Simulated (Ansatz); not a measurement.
Starting structure of a cell relaxation (symmetry kept):

```
CELL_PARAMETERS angstrom
5.07400 0.00000 0.00000
-2.53700 4.39421 0.00000
0.00000 0.00000 8.21700
ATOMIC_POSITIONS crystal
Sr 0.00000 0.00000 0.25000
Sr 0.00000 0.00000 0.75000
Tl 0.33333 0.66667 0.45200
Tl 0.66667 0.33333 0.95200
Tl 0.33333 0.66667 0.04800
Tl 0.66667 0.33333 0.54800
```

Theory: Ansatz, DFT r2SCAN, scalar-relativistic, plane waves, PAW.

Plane waves to 500 eV, a k mesh through Γ of 12×12×6 on the computed 6-atom cell and Gaussian smearing (0.10 eV); no spin polarisation.

**Question.** What does it relax to?

**Answer.** The volume increases by 0.98 Å³/atom to 31.51 Å³/atom, and the energy falls by 3.5 meV/atom. Final structure:
```
Sr Tl
1.0
     5.12651    0.00000    0.00000
    -2.56326    4.43969    0.00000
     0.00000    0.00000    8.30682
Sr Tl
2 4
Direct
  0.00000 0.00000 0.25000
  0.00000 0.00000 0.75000
  0.33333 0.66667 0.45086
  0.66667 0.33333 0.95086
  0.33333 0.66667 0.04914
  0.66667 0.33333 0.54914
```

Spin–orbit coupling is left out, which can shift energies with elements as heavy as these.